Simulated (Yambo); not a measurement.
Quantum ESPRESSO input (PBEsol, PseudoDojo standard norm-conserving files, scalar-relativistic) whose wavefunctions are converted with p2y:

```
&CONTROL
  calculation = 'nscf'
  pseudo_dir = './pseudo'
  outdir = './out'
/
&SYSTEM
  ibrav = 0
  nat = 2
  ntyp = 2
  ecutwfc = 84.0
  ecutrho = 336.0
  occupations = 'fixed'
  force_symmorphic = .true.
  nbnd = 126
/
&ELECTRONS
  conv_thr = 2e-09
  diago_full_acc = .true.
  diago_thr_init = 1e-08
/
ATOMIC_SPECIES
Mg 24.3050 Mg.upf
Te 127.6000 Te.upf
CELL_PARAMETERS angstrom
  0.000000000000   3.219291393000   3.219291393000
  3.219291393000   0.000000000000   3.219291393000
  3.219291393000   3.219291393000   0.000000000000
ATOMIC_POSITIONS crystal
Mg   0.000000000000   0.000000000000   0.000000000000
Te   0.250000000000   0.250000000000   0.250000000000
K_POINTS automatic
2 2 2 0 0 0
```

Yambo's initialisation report on symmetry, reciprocal space, the k grid and the gaps on this mesh:

```
  [02.02] Symmetries
  ==================

  Inversion symmetry    : yes
  Spatial inversion     : no
  Inversion index       :  25
  K-space Time-reversal : yes
  Magnetic symmetries   : no
  Time-reversal derived K-space symmetries:   25   48
  Group table correct   : yes
  Symmetries units      :  [cc]

  [02.03] Reciprocal space
  ========================

  nG shells         :   423
  nG charge         :   47039
  nG WFs            :   6819
  nC WFs            :   5900
  G-vecs. in first 42 shells:  [ Number ]
     1    9   15   27   51   59   65   89  113
    137   169   181   229   259   283   307   331   339
    387   411   459   531   537   561   609   645   701
    725   749   821   869   893   941   965  1037  1067
   1139  1211  1243  1291  1363  1411
  ...
  Shell energy in first 42 shells:  [ mHa ]
    0.00000      400.012      533.349      1066.70      1466.71      1600.05      2133.40      2533.41      2666.74
    3200.09      3600.11      4266.79      4666.80      4800.14      5333.49      5733.50      5866.84      6400.19
    6800.20      6933.54      7466.89      7866.90      8533.58      8933.59      9066.93      9600.28      10000.3
    10133.6      10667.0      11067.0      11200.3      11733.7      12133.7      12800.4      13200.4      13333.7
    13867.1      14267.1      14400.4      15333.8      15467.1      16000.5
  ...

  [02.04] K-grid lattice
  ======================

  Compatible Grid is   : 3D
  Base K vectors       :  K_min[ 1 ]  K_min[ 2 ]  K_min[ 3 ]
  K_min[ 1 ] :  0.500000  0.500000  0.500000 [rlu]
  K_min[ 2 ] : -0.500000  0.000000  0.000000 [rlu]
  K_min[ 3 ] :  0.000000 -0.500000  0.000000 [rlu]
  Grid dimensions      :  2  2  2
  K lattice UC volume  :  0.068856 [a.u.]

  IBZ K-points                                      :  3
  BZ  K-points                                      :   8

  K/Q-points units:
  rlu = crystal or reduced units; cc = cartesian coordinates; iku = interal k-units

  K [1]          [rlu]:  0.000000  0.000000  0.000000
         WF components:   5817
  K [2]          [rlu]:  0.000000  0.000000 -0.500000
         WF components:   5900
  K [3]          [rlu]:  0.000000 -0.500000 -0.500000
         WF components:   5874

  [02.05] Energies & Occupations
  ==============================

  [X] === General ===
  [X] Electronic Temperature                        :  0.000000  0.000000 [eV K]
  [X] Bosonic    Temperature                        :  0.000000  0.000000 [eV K]
  [X] Finite Temperature mode                       : no
  [X] El. density                                   :  0.38964E+24 [cm-3]
  [X] Fermi Level                                   :  4.440092 [eV]

  [X] === Gaps and Widths ===
  [X] Conduction Band Min                           :  2.339792 [eV]
  [X] Valence Band Max                              :  0.000000 [eV]
  [X] Filled Bands                                  :  13
  [X] Empty Bands                                   :   14  126
  [X] Direct Gap                                    :  2.339792 [eV]
  [X] Direct Gap localized at k                     :  1
  [X] Indirect Gap                                  :  2.339792 [eV]
  [X] Indirect Gap between kpts                     :  1  1
  [X] Last valence band width                       :  1.205455 [eV]
  [X] 1st conduction band width                     :  0.832605 [eV]
```
The gaps are PBEsol values on this mesh alone; only operations without fractional translations are kept.

Spin-orbit coupling is not included.

Geometry relaxed with PBEsol.
